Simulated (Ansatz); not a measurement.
## Al$_{2}$Au, first-principles data

Al2Au:
```cif
data_Al4Au2
_chemical_formula_sum 'Au2 Al4'
_space_group_name_H-M_alt 'I4/mmm'
_space_group_IT_number 139
_space_group_name_Hall '-I 4 2'
_cell_length_a 3.63642
_cell_length_b 3.63642
_cell_length_c 7.65436
_cell_angle_alpha 90.000
_cell_angle_beta 90.000
_cell_angle_gamma 90.000
loop_
_atom_site_label
_atom_site_type_symbol
_atom_site_symmetry_multiplicity
_atom_site_Wyckoff_symbol
_atom_site_fract_x
_atom_site_fract_y
_atom_site_fract_z
_atom_site_occupancy
Au1 Au 2 a 0.00000 0.00000 0.00000 1
Al1 Al 4 e 0.00000 0.00000 0.33553 1
```
(The calculation used a cell of 3 atoms; values per cell refer to that cell.)

Space group I4/mmm (No. 139), MoSi2 or CaC2 type; conventional cell a = b = 3.636 Å, c = 7.654 Å, α = β = γ = 90.00°.

Method: r²SCAN in the plane-wave PAW code Ansatz. Geometry: relaxed at this level of theory. Other levels are named where they apply.

**Cell and energy**

- Volume per atom = 16.87 Å³
- Density = 8.23 g/cm³
- Formation energy from the elements (no fitted shifts) = -176 meV/atom

**Electronic structure**

- Electronic character: metallic (no gap)
- Density of states at the Fermi level: 0.28 states/eV per atom (mean over ±0.08 eV)
- Gap with spin–orbit coupling: none (metallic)

**Mechanics**

* **Bulk modulus (Birch–Murnaghan fit)**: 959 kbar
* **Pressure derivative B′**: 5.5

**Charges**

- Bader charges: Au -2.46, Al +1.23 e

The cell is a constructed one: a structure type filled with these elements; neither database checked (COD, Materials Project) lists it. COD files the formula under space group No. 225, so this cell is another polymorph or a model. Its standing as an ambient phase is unchecked. The r²SCAN relaxation kept the symmetry of its start; whether a distortion lowers the energy is not shown. Axis ratios of metals converge slowly with the k-mesh, so a and c are less sure than the volume. The references are the lowest solids computed at this level, not always the standard phases. Scalar-relativistic: spin–orbit coupling is off unless named, which matters more the heavier the elements.

Potentials: the earlier of the program's two PAW sets.
